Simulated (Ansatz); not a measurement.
Steps from a short run of molecular dynamics on a 2×2×2 supercell (16 atoms) of BP (zincblende), relaxed with r2SCAN; forces from r2SCAN in Ansatz 0.2.0, 4×4×4 mesh, Fermi-Dirac smearing of 0.020 eV, a Langevin thermostat at fixed volume, set at 100 K. Computed, non-magnetic; the trajectory is short and the cell small, so nothing here is a converged average.

Cell vectors in Å:
```
0.0000 4.5366 4.5366
4.5366 0.0000 4.5366
4.5366 4.5366 0.0000
```

Question: At 6 fs the positions in Å are
```
B    0.013   0.008  -0.001
P    1.139   1.126   1.124
B    2.273   2.260  -0.019
P    3.395   3.404   1.139
B    2.269   0.022   2.259
P    3.405   1.132   3.388
B    4.543   2.247   2.296
P    5.681   3.408   3.400
B   -0.013   2.266   2.282
P    1.136   3.393   3.415
B    2.264   4.538   2.273
P    3.402   5.674   3.406
B    2.284   2.276   4.574
P    3.393   3.390   5.663
B    4.505   4.534   4.534
P    5.671   5.685   5.678
```
What are the forces, and how far does the free energy (smearing included) lie above that of step 0, with the atoms on their sites?

Answer: 5.4 meV an atom; forces in eV/Å:
```
B   -0.348  -0.319  -0.023
P   -0.181   0.467   0.132
B   -0.083   0.299   0.416
P    0.297  -0.145  -0.005
B   -0.004  -0.487  -0.007
P   -0.038   0.023   0.671
B   -0.047   0.649  -0.528
P   -0.292   0.068   0.090
B    0.367  -0.022  -0.285
P    0.053   0.124  -0.059
B   -0.048  -0.066  -0.023
P   -0.122  -0.220  -0.187
B   -0.377  -0.379  -0.836
P    0.329   0.479   0.561
B    0.693   0.039   0.095
P   -0.199  -0.512  -0.013
```

Question: At 18 fs the positions in Å are
```
B    0.002  -0.006   0.002
P    1.137   1.126   1.122
B    2.263   2.274  -0.028
P    3.388   3.405   1.143
B    2.268   0.015   2.236
P    3.409   1.139   3.382
B    4.562   2.269   2.299
P    5.680   3.408   3.395
B    0.005   2.254   2.284
P    1.135   3.376   3.444
B    2.255   4.532   2.283
P    3.398   5.684   3.419
B    2.292   2.251   4.583
P    3.389   3.376   5.675
B    4.522   4.522   4.545
P    5.676   5.681   5.690
```
What are the forces, and how far does the free energy (smearing included) lie above that of step 0, with the atoms on their sites?

Answer: 6.4 meV an atom; forces in eV/Å:
```
B   -0.288  -0.042   0.007
P   -0.204   0.372  -0.079
B    0.052   0.069   0.649
P    0.269  -0.086   0.052
B    0.089  -0.291   0.397
P    0.018  -0.263   0.543
B   -0.483   0.231  -0.631
P   -0.128   0.410   0.141
B    0.047   0.078  -0.060
P    0.149   0.224  -0.457
B    0.089  -0.028   0.216
P    0.096  -0.624  -0.313
B   -0.378  -0.147  -0.818
P    0.694   0.504   0.319
B    0.231   0.250   0.058
P   -0.252  -0.656  -0.021
```

Question: At 21 fs the positions in Å are
```
B   -0.012  -0.014   0.000
P    1.133   1.127   1.125
B    2.259   2.283  -0.022
P    3.387   3.405   1.145
B    2.271   0.001   2.237
P    3.411   1.142   3.385
B    4.563   2.285   2.280
P    5.677   3.410   3.398
B    0.014   2.251   2.279
P    1.136   3.372   3.448
B    2.255   4.528   2.290
P    3.398   5.685   3.419
B    2.289   2.240   4.570
P    3.395   3.376   5.683
B    4.540   4.521   4.551
P    5.677   5.677   5.692
```
What are the forces, and how far does the free energy (smearing included) lie above that of step 0, with the atoms on their sites?

Answer: 4.4 meV an atom; forces in eV/Å:
```
B   -0.011   0.157   0.066
P   -0.095   0.126  -0.187
B    0.105  -0.161   0.536
P    0.115  -0.001  -0.020
B    0.025   0.042   0.446
P    0.037  -0.339   0.223
B   -0.490  -0.088  -0.257
P   -0.018   0.348   0.043
B   -0.117   0.093   0.118
P    0.070   0.252  -0.523
B    0.102   0.040   0.208
P    0.171  -0.593  -0.174
B   -0.186   0.090  -0.433
P    0.598   0.290  -0.031
B   -0.152   0.308   0.012
P   -0.155  -0.563  -0.027
```
